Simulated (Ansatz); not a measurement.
TaS$_{2}$:
```cif
data_S6Ta3
_chemical_formula_sum 'Ta3 S6'
_space_group_name_H-M_alt 'R-3m :H'
_space_group_IT_number 166
_space_group_name_Hall '-R 3 2"'
_cell_length_a 3.29261
_cell_length_b 3.29261
_cell_length_c 17.78621
_cell_angle_alpha 90.000
_cell_angle_beta 90.000
_cell_angle_gamma 120.000
loop_
_atom_site_label
_atom_site_type_symbol
_atom_site_symmetry_multiplicity
_atom_site_Wyckoff_symbol
_atom_site_fract_x
_atom_site_fract_y
_atom_site_fract_z
_atom_site_occupancy
Ta1 Ta 3 a 0.00000 0.00000 0.00000 1
S1 S 6 c 0.00000 0.00000 0.24703 1
```
(The calculation used a cell of 3 atoms; values per cell refer to that cell.)

Relaxed with LDA.

Task: Which orbitals make up the states near the Fermi level in plane-wave PAW LDA (Ansatz code)?

Result: Within 0.5 eV of the Fermi level: Ta 5d 65 %, S 3p 30 %. Projections are on Löwdin-orthogonalised atomic valence shells; empty p or d shells of many metals are not among them.

Task: Tabulate the density of states.

Result: States/eV per cell of 3 atoms, in 0.25 eV bins, energy from the Fermi level.

| E (eV) | total | S 3p | Ta 5d | S 3s |
|---|---|---|---|---|
| -7.85 | 0.00 | 0.00 | 0.00 | 0.00 |
| -7.60 | 0.00 | 0.00 | 0.00 | 0.00 |
| -7.35 | 0.00 | 0.00 | 0.00 | 0.00 |
| -7.10 | 0.12 | 0.07 | 0.03 | 0.00 |
| -6.85 | 0.65 | 0.38 | 0.18 | 0.02 |
| -6.60 | 0.96 | 0.56 | 0.26 | 0.03 |
| -6.35 | 1.15 | 0.68 | 0.30 | 0.05 |
| -6.10 | 1.67 | 1.02 | 0.42 | 0.07 |
| -5.85 | 1.86 | 1.16 | 0.48 | 0.08 |
| -5.60 | 2.07 | 1.37 | 0.52 | 0.07 |
| -5.35 | 2.74 | 1.96 | 0.59 | 0.07 |
| -5.10 | 2.59 | 1.87 | 0.52 | 0.08 |
| -4.85 | 1.71 | 1.07 | 0.46 | 0.08 |
| -4.60 | 2.55 | 1.63 | 0.74 | 0.09 |
| -4.35 | 2.51 | 1.64 | 0.72 | 0.08 |
| -4.10 | 2.40 | 1.53 | 0.71 | 0.09 |
| -3.85 | 3.34 | 2.03 | 1.11 | 0.10 |
| -3.60 | 4.27 | 2.51 | 1.54 | 0.13 |
| -3.35 | 2.63 | 1.75 | 0.67 | 0.13 |
| -3.10 | 1.79 | 1.31 | 0.34 | 0.08 |
| -2.85 | 2.50 | 1.97 | 0.35 | 0.09 |
| -2.60 | 2.34 | 1.89 | 0.30 | 0.07 |
| -2.35 | 2.21 | 1.80 | 0.29 | 0.06 |
| -2.10 | 2.02 | 1.65 | 0.28 | 0.04 |
| -1.85 | 1.99 | 1.63 | 0.29 | 0.02 |
| -1.60 | 0.83 | 0.65 | 0.15 | 0.01 |
| -1.35 | 0.67 | 0.47 | 0.17 | 0.01 |
| -1.10 | 0.62 | 0.33 | 0.26 | 0.01 |
| -0.85 | 0.83 | 0.36 | 0.42 | 0.01 |
| -0.60 | 0.89 | 0.35 | 0.49 | 0.01 |
| -0.35 | 0.98 | 0.33 | 0.59 | 0.01 |
| -0.10 | 1.28 | 0.40 | 0.81 | 0.01 |
| 0.15 | 1.66 | 0.46 | 1.12 | 0.02 |
| 0.40 | 1.24 | 0.34 | 0.84 | 0.01 |
| 0.65 | 0.89 | 0.30 | 0.56 | 0.00 |
| 0.90 | 1.45 | 0.52 | 0.86 | 0.01 |
| 1.15 | 1.53 | 0.52 | 0.93 | 0.01 |
| 1.40 | 1.47 | 0.48 | 0.92 | 0.01 |
| 1.65 | 1.50 | 0.43 | 0.99 | 0.01 |
| 1.90 | 1.46 | 0.37 | 1.01 | 0.01 |
| 2.15 | 1.48 | 0.31 | 1.08 | 0.01 |
| 2.40 | 1.54 | 0.25 | 1.20 | 0.01 |
| 2.65 | 1.70 | 0.20 | 1.41 | 0.01 |
| 2.90 | 1.67 | 0.22 | 1.29 | 0.01 |
| 3.15 | 2.49 | 0.30 | 1.94 | 0.02 |
| 3.40 | 1.15 | 0.29 | 0.65 | 0.04 |
| 3.65 | 1.87 | 0.59 | 0.92 | 0.09 |
| 3.90 | 2.12 | 0.74 | 1.02 | 0.07 |
| 4.15 | 2.58 | 0.98 | 1.21 | 0.06 |
| 4.40 | 1.85 | 0.60 | 0.78 | 0.06 |
| 4.65 | 0.97 | 0.29 | 0.40 | 0.05 |

The workflow started from a Materials Project entry (that database holds measured and hypothetical structures alike); the Crystallography Open Database files this formula in space group No. 166, but the cells were not matched. It is not the phase usual at ambient conditions (space group No. 164). Symmetry was held in the LDA relaxation; its stability against distortions is not shown here. The run is not spin-polarised. A crystal of weakly bound layers computed without a dispersion correction: the cell and the soft elastic constants depend strongly on that. With an odd number of electrons in the cell and no spin polarisation, the count alone makes it a metal. Spin–orbit coupling is left out wherever it is not named.

Potentials: the later of the program's two PAW sets.
